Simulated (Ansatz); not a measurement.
YAlSi in space group Cmcm (No. 63; Y on 4c, Al on 4a, Si on 4c), PBE (plane waves, PAW; program Ansatz), all energies at zero smearing, with the estimated change up to a 700 eV cutoff added, with one set of potentials and settings (totals compare only within such a set). Cell of 6 atoms (2 Y, 2 Al, 2 Si): -10047.863 eV.

```
element                reference phase  E (eV/atom)
-------  -----------------------------  -----------
Y        P6_3/mmc, 2 atoms in the cell   -3848.6897
Al          Fm-3m, 1 atoms in the cell    -537.5055
Si          Fd-3m, 2 atoms in the cell    -635.8114
```

Formation energy per atom, worked out: (-10047.863 − 2×(-3848.6897) − 2×(-537.5055) − 2×(-635.8114))/6 = -0.642 eV/atom (-62 kJ per mol of atoms), at 0 K, without zero-point energy or fitted corrections.

The first step of the workflow began from a Materials Project structure, measured or hypothetical; the Crystallography Open Database files this formula in space group No. 63, but the cells were not matched. Whether it is the stable phase at ambient conditions was not checked. The PBE relaxation kept the symmetry of its start; whether a distortion lowers the energy is not shown. No spin polarisation was allowed. The references are the lowest solids computed at this level, not always the standard phases.

Potentials: the earlier of the program's two PAW sets.
